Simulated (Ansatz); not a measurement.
One crystal and one scan (energy against volume) at two levels, r2SCAN+rVV10 (plane waves to 500 eV, PAW, scalar-relativistic; Ansatz, an electronic-structure program) and PBE-D3(BJ) (plane waves to 420 eV, PAW, scalar-relativistic; Ansatz), each from its own relaxed cell and on its own mesh. The cell shown is that of r2SCAN+rVV10.

As (A7 type, space group R-3m)

```
CELL_PARAMETERS angstrom
      1.87953     1.08515     3.57829
     -1.87953     1.08515     3.57829
      0.00000    -2.17030     3.57829
ATOMIC_POSITIONS crystal
  As 0.22595 0.22595 0.22595
  As 0.77405 0.77405 0.77405
```

This relaxed cell (volume V₀) is scaled evenly in all directions, its shape held. The atoms relax within the cell's symmetry.

E stands for the smeared free energy. As was relaxed with its symmetry unable to fall. The PAW data are Ansatz's earlier set. With the shape held, the modulus is that of even scaling; a crystal free to change shape is softer. Percentages come from the unrounded values. Both scans cover V/V₀ from 0.900 to 1.100.

Results of r2SCAN+rVV10:

| Property | Value |
|---|---|
| Lattice constant a (Å) | 3.759 |
| Lattice constant c (Å) | 10.73 |
| Relaxed volume (Å³/atom) | 21.89 |
| Pressure at the smallest volume (GPa) | 7.0 |
| Energy cost of the largest compression (meV/atom) | 45 |
| Bulk modulus at fixed cell shape B₀ (third-order Birch-Murnaghan fit) (GPa) | 56.9 |
| Pressure derivative B₀′ (fit) | 2.9 |
| Pressure for 5 % compression (fit) (GPa) | 3.1 |

Question: Estimate the PBE-D3(BJ) values.

Answer: 
```csv
quantity,PBE-D3(BJ),r2SCAN+rVV10 − PBE-D3(BJ)
Lattice constant a (Å),3.784,-0.025 (-0.7 %)
Lattice constant c (Å),10.11,+0.62 (+6.2 %)
Relaxed volume (Å³/atom),20.89,+1.00 (+4.8 %)
Pressure at the smallest volume (GPa),7.9,-0.9 (-12 %)
Energy cost of the largest compression (meV/atom),47,-2 (-6 %)
Bulk modulus at fixed cell shape B₀ (third-order Birch-Murnaghan fit) (GPa),62.1,-5.2 (-8.5 %)
Pressure derivative B₀′ (fit),3.5,-0.6 (-16 %)
Pressure for 5 % compression (fit) (GPa),3.5,-0.4 (-10 %)
```

r2SCAN+rVV10 gives the higher value for: lattice constant c; relaxed volume. r2SCAN+rVV10 gives the lower value for: lattice constant a; pressure at the smallest volume; bulk modulus at fixed cell shape B₀; pressure derivative B₀′; pressure for 5 % compression.

(A scan under strain: stresses follow from slopes of the energy per volume, elastic moduli from its curvatures.)
